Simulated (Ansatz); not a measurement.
Hf₂Ga:
```
CELL_PARAMETERS angstrom
     -3.33587     3.33587     2.63897
      3.33587    -3.33587     2.63897
      3.33587     3.33587    -2.63897
ATOMIC_POSITIONS crystal
  Ga 0.75000 0.75000 0.00000
  Ga 0.25000 0.25000 0.00000
  Hf 0.15432 0.65432 0.80864
  Hf 0.65432 0.84568 0.50000
  Hf 0.84568 0.34568 0.19136
  Hf 0.34568 0.15432 0.50000
```

Relaxed with r²SCAN. Special points in fractions of this cell's reciprocal vectors: Γ (0.000, 0.000, 0.000); X (0.000, 0.000, 0.500); M (-0.500, 0.500, 0.500); Z (0.406, 0.406, -0.406); Z0 (-0.406, 0.594, 0.406); P (0.250, 0.250, 0.250); N (0.000, 0.500, 0.000).

Question: List the band energies nearest the Fermi level at these points for the program Ansatz at the r²SCAN level (PAW).

Answer: In eV from the Fermi level; about four levels below and three above (degenerate sets whole), none deeper than 8.9 eV; points with the same levels are listed once.

```csv
k,below,above
Γ,-1.02 -0.63 -0.63 -0.59,2.09 2.54 2.69
X,-1.16 -1.12 -0.78 -0.26,0.04 1.87 1.96
M,-1.01 -1.01 -0.46 -0.27,0.35 0.78 1.14 1.14
Z,-2.24 -1.01 -1.01 -0.51,0.16 0.16 1.22
P,-0.29 -0.29 -0.08 -0.08,0.71 0.71 3.20 3.20
N,-0.47 -0.47 -0.28 -0.28,0.46 0.46 0.63 0.63
```

Space group I4/mcm. The workflow started from an entry of the Crystallography Open Database (COD). Whether it is the stable phase at ambient conditions was not checked. Symmetry was held in the r²SCAN relaxation; its stability against distortions is not shown here. The run is not spin-polarised. Scalar-relativistic: spin–orbit coupling is off unless named, which matters more the heavier the elements.

Potentials: the later of the program's two PAW sets.
